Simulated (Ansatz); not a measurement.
Si2BAs in space group R3m (No. 160; B on 3a, As on 3a, Si on 3a, Si on 3a) at seven volumes, the program Ansatz at the r²SCAN level (PAW), shape and atoms relaxed at each. One row is withheld.

| V (Å³/atom) | P (GPa) |
|---|---|
| 15.123 | 12.29 |
| 15.622 | 7.57 |
| 16.121 | ? |
| 16.619 | 0.00 |
| 17.118 | -3.01 |
| 17.616 | -5.59 |
| 18.115 | -7.79 |

Question: Fit the shown pressures and predict the withheld one.

Answer: Third-order Birch–Murnaghan: P = (3/2)B₀(x^(7/2) − x^(5/2))[1 + (3/4)(B′ − 4)(x − 1)] with x = (V₀/V)^(2/3). Least squares on the six rows gives V₀ = 16.619 Å³/atom, B₀ = 107.7 GPa, B′ = 4.04. At V = 16.121, x = 1.0205 and P = 3.48 GPa. The run itself gave 3.50 GPa.

The start of the workflow was typed in or built on a structure type; neither database checked (COD, Materials Project) lists it. Whether it is the stable phase at ambient conditions was not checked. Symmetry was held in the r²SCAN relaxation; its stability against distortions is not shown here. The volume moved by 17 % from the start of the relaxation.

Potentials: the earlier of the program's two PAW sets.
